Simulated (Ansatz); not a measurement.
The calculation used DFT PBE, scalar-relativistic, plane waves, PAW in Ansatz 0.2.0. All cells share a 420 eV cutoff and Γ-centred k meshes spaced at most about 0.3 Å⁻¹ (about 0.25 or finer for metals, 2π included). No spin polarisation in the final relaxations.

All energies are static (0 K, no zero-point motion). All come from trial cells, and lower structures may exist.

Question: These unrelaxed guesses for Si5Ge are each relaxed within their symmetry. Order them by the energy at which they end, lowest first.
A.

```
CELL_PARAMETERS angstrom
3.88158 0.00000 0.00000
0.00000 3.88158 0.00000
0.00000 0.00000 7.16006
ATOMIC_POSITIONS crystal
Si 0.50000 0.50000 0.50000
Si 0.00000 0.00000 0.16846
Si 0.00000 0.00000 0.83154
Si 0.00000 0.50000 0.00000
Si 0.50000 0.00000 0.00000
Ge 0.50000 0.50000 0.00000
```

B.

```
CELL_PARAMETERS angstrom
5.03419 0.00000 0.00000
-2.51709 4.35973 0.00000
0.00000 0.00000 4.15976
ATOMIC_POSITIONS crystal
Si 0.33333 0.66667 0.00000
Si 0.66667 0.33333 0.00000
Si 0.50000 0.00000 0.50000
Si 0.50000 0.50000 0.50000
Si 0.00000 0.50000 0.50000
Ge 0.00000 0.00000 0.00000
```

C.

```
CELL_PARAMETERS angstrom
2.00701 -5.89108 0.00000
2.00701 5.89108 0.00000
0.00000 0.00000 4.00828
ATOMIC_POSITIONS crystal
Si 0.33658 0.66342 0.00000
Si 0.66342 0.33658 0.00000
Si 0.50000 0.50000 0.50000
Si 0.83417 0.16583 0.50000
Si 0.16583 0.83417 0.50000
Ge 0.00000 0.00000 0.00000
```

D.

```
CELL_PARAMETERS angstrom
4.69461 0.00000 0.00000
-2.34731 4.06565 0.00000
0.00000 0.00000 5.75729
ATOMIC_POSITIONS crystal
Si 0.00000 0.00000 0.00000
Si 0.33333 0.66667 0.27534
Si 0.66667 0.33333 0.27534
Si 0.66667 0.33333 0.72466
Si 0.33333 0.66667 0.72466
Ge 0.00000 0.00000 0.50000
```

Answer: D (ends in P6/mmm, 0 meV/atom), C (ends in Cmmm, 39 meV/atom), B (ends in P6/mmm, CaCu5 type, 81 meV/atom), A (ends in P4/mmm, 288 meV/atom). Even the lowest end lies +0.49 eV/atom against the elements.

Cells relaxed within their symmetry can be saddle points. Some structure types and database cells were kept out of the candidates from the start, so a known form may be missing.
